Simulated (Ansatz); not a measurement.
Relaxation of a generated trial cell of SrTiO3 in the AFLOW prototype ABC3_hR10_167_a_b_e (as in LiNbO3); 10 atoms in the cell, which starts as R-3c, hexagonal axes (No. 167), hR10; a = b = 5.503 Å, c = 14.420 Å, α = β = 90.00°, γ = 120.00°. All values below come from r2SCAN (plane waves to 500 eV, PAW, scalar-relativistic; Ansatz, an electronic-structure program). Γ-centred k-mesh 5×5×5 on the run's cell (coarser than for final values), Fermi–Dirac smearing 0.05 eV. This is the first round of the run. 

The optimiser's lines from the output (shortened; P is positive under compression):

```
relax step   1: F+E_penalty+E_count = -15545.46624088 eV  Δ(F+E_penalty+E_count) = +0.000e0 eV  max|allowed force component| = 3.710e0 eV/Å  Δτ_max = 0.0000 Å  P = -2.435 GPa  Ω = 126.046 Å³  (7 SCF iters, dr2 threshold 1.00e-7 eV, accepted)
relax step   2: F+E_penalty+E_count = -15548.39876766 eV  Δ(F+E_penalty+E_count) = -2.933e0 eV  max|allowed force component| = 1.469e0 eV/Å  Δτ_max = 0.1488 Å  P = -4.606 GPa  Ω = 122.526 Å³  (7 SCF iters, dr2 threshold 1.00e-6 eV, accepted)
relax step   3: F+E_penalty+E_count = -15549.18416974 eV  Δ(F+E_penalty+E_count) = -7.854e-1 eV  max|allowed force component| = 5.195e-1 eV/Å  Δτ_max = 0.1322 Å  P = +5.202 GPa  Ω = 115.737 Å³  (7 SCF iters, dr2 threshold 1.00e-6 eV, accepted)
relax step   4: F+E_penalty+E_count = -15549.44043789 eV  Δ(F+E_penalty+E_count) = -2.563e-1 eV  max|allowed force component| = 2.705e-3 eV/Å  Δτ_max = 0.2000 Å  P = -1.739 GPa  Ω = 120.276 Å³  (7 SCF iters, dr2 threshold 1.00e-6 eV, accepted)
relax step   5: F+E_penalty+E_count = -15549.45271907 eV  Δ(F+E_penalty+E_count) = -1.228e-2 eV  max|allowed force component| = 4.280e-3 eV/Å  Δτ_max = 0.0035 Å  P = -0.470 GPa  Ω = 119.463 Å³  (5 SCF iters, dr2 threshold 1.00e-6 eV, accepted)
relax step   6: F+E_penalty+E_count = -15549.45338309 eV  Δ(F+E_penalty+E_count) = -6.640e-4 eV  max|allowed force component| = 2.501e-3 eV/Å  Δτ_max = 0.0003 Å  P = +0.064 GPa  Ω = 119.125 Å³  (4 SCF iters, dr2 threshold 9.06e-7 eV, accepted)
relax step   7: F+E_penalty+E_count = -15549.45341486 eV  Δ(F+E_penalty+E_count) = -3.177e-5 eV  max|allowed force component| = 1.074e-4 eV/Å  Δτ_max = 0.0061 Å  P = -0.000 GPa  Ω = 119.177 Å³  (8 SCF iters, dr2 threshold 1.94e-8 eV, accepted)
relax step   8: F+E_penalty+E_count = -15549.44995098 eV  Δ(F+E_penalty+E_count) = +3.464e-3 eV  max|allowed force component| = 1.472e-4 eV/Å  Δτ_max = 0.0000 Å  P = -0.004 GPa  Ω = 119.177 Å³  stress off target by 9.47e-3 GPa  SCF on the basis re-selected at this cell (its energy is not comparable with the rows above)  (7 SCF iters)
```

From the first to the last row the energy changes by -0.40 eV/atom and the volume by -5.4 %. The last row is marked as not comparable with the walk above it, whose basis was carried along; it does compare with step 1, since both stand on a basis selected at the nominal cutoff for their own cell.

Later rounds, restarted from the end of this one on a renewed k-mesh, logged 2 more steps and released under 1 meV/atom more. The final structure after all rounds: R-3c, hexagonal axes (No. 167), hR10; a = b = 5.526 Å, c = 13.517 Å, α = β = 90.00°, γ = 120.00°. Between re-selections the logged energies stand on a plane-wave basis carried along with the cell. No spin polarisation in the result.

The run could not lose the symmetry of its start, so the end can be a saddle point.

The relaxed structure here is a generated cell of SrTiO3: the first start was made by placing the elements on the sites of a structure type, and the end was not matched to a known phase here, so it may be hypothetical. Known forms of SrTiO3 include space group No. 221.
